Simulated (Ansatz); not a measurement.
## Core-level photoemission in Ba₄Ge₃S₉Cl₂

Cell: a refined structure from the COD, ions relaxed with PBE at fixed cell; a hole's nearest image is 9.8 Å away.

Space group P6_3 (No. 173); a = 9.8200, c = 12.0544 Å, γ = 120.00°.

```csv
site,Wyckoff,site symmetry,x,y,z
Ba1,6c,1,0.6709,0.9238,0.0250
Ba7,2b,3..,0.6667,0.3333,0.2079
Ge9,6c,1,0.8864,0.3323,0.8574
S15,6c,1,0.9173,0.3400,0.0375
S21,6c,1,0.7534,0.0722,0.2682
S27,6c,1,0.6654,0.1139,0.7938
Cl33,2b,3..,0.3333,0.6667,0.9678
Cl35,2a,3..,0.0000,0.0000,0.9919
```

One atom of each set is listed.

The numbers come from a DFT calculation in Ansatz (PBE, plane waves and PAW, scalar-relativistic, 420 eV cutoff, Γ-centred 3×3×2 k-points, fixed occupations).

Each value is a total-energy difference between the cell with one core hole and the ground state (ΔSCF), the electron removed. The valence electrons get no spin in the cell with the hole, so they can't polarise against the unpaired core electron; that puts absolute values high, by some tenths of an eV and in some cases by about 1 eV. These are bare differences without image correction or alignment, so only shifts between sites of one element carry meaning.

Question: How far do the Ba 3d, Cl 2p lines of the distinct sites lie apart?

Answer: 

```json
{"line": "Ba 3d", "atom": "1", "first shell": "2 Cl at 2.96–3.08 Å, 7 S at 3.19–3.92 Å", "shift from the lowest of its kind (eV)": "0.51"}
{"line": "Ba 3d", "atom": "7", "first shell": "1 Cl at 3.13 Å, 6 S at 3.16–3.18 Å", "shift from the lowest of its kind (eV)": "0.00"}
{"line": "Cl 2p", "atom": "33", "first shell": "4 Ba at 3.08–3.13 Å", "shift from the lowest of its kind (eV)": "0.46"}
{"line": "Cl 2p", "atom": "35", "first shell": "3 Ba at 2.96 Å", "shift from the lowest of its kind (eV)": "0.00"}
```

Shifts between sites are good to a few tenths of an eV; absolute PBE values can be off by an eV or more, and the 3d and 4f lines of heavy atoms by several eV. Multiplets, satellites and widths aren't calculated.
